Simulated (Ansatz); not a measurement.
ZrRh (space group Pnma)

```xyz
8
Lattice="6.0551 0.0000 0.0000 0.0000 4.4395 0.0000 0.0000 0.0000 5.2519" Properties=species:S:1:pos:R:3 pbc="T T T"
Zr     4.9951     3.3296     4.5118
Zr     1.0600     1.1099     0.7400
Zr     4.0876     1.1099     1.8859
Zr     1.9676     3.3296     3.3659
Rh     2.7435     3.3296     0.8840
Rh     3.3116     1.1099     4.3679
Rh     0.2841     1.1099     3.5099
Rh     5.7711     3.3296     1.7419
```

This relaxed cell (volume V₀) is scaled evenly in all directions, its shape held. The atoms relax within the cell's symmetry.

Computed with PBEsol (plane waves to 420 eV, PAW, scalar-relativistic; Ansatz, a quantum-chemistry and plane-wave program). k mesh 8×11×9 (Γ-centred), Fermi-Dirac smearing 0.05 eV. The energy includes the smearing's −TS. ZrRh is run without spin polarisation. ZrRh was relaxed with its symmetry unable to fall. The zero of ΔE is the relaxed starting cell.

Problem. What ΔE (eV/atom) does the calculation give at V/V₀ = 0.900, 0.950, 1.025, 1.075, 1.100?

Solution. 
```json
[
 {"V/V₀": "0.900", "ΔE (eV/atom)": "0.116"},
 {"V/V₀": "0.950", "ΔE (eV/atom)": "0.026"},
 {"V/V₀": "1.025", "ΔE (eV/atom)": "0.006"},
 {"V/V₀": "1.075", "ΔE (eV/atom)": "0.047"},
 {"V/V₀": "1.100", "ΔE (eV/atom)": "0.081"}
]
```

(Under strain, the slope of the energy per volume gives the stress and its curvature an elastic modulus.)
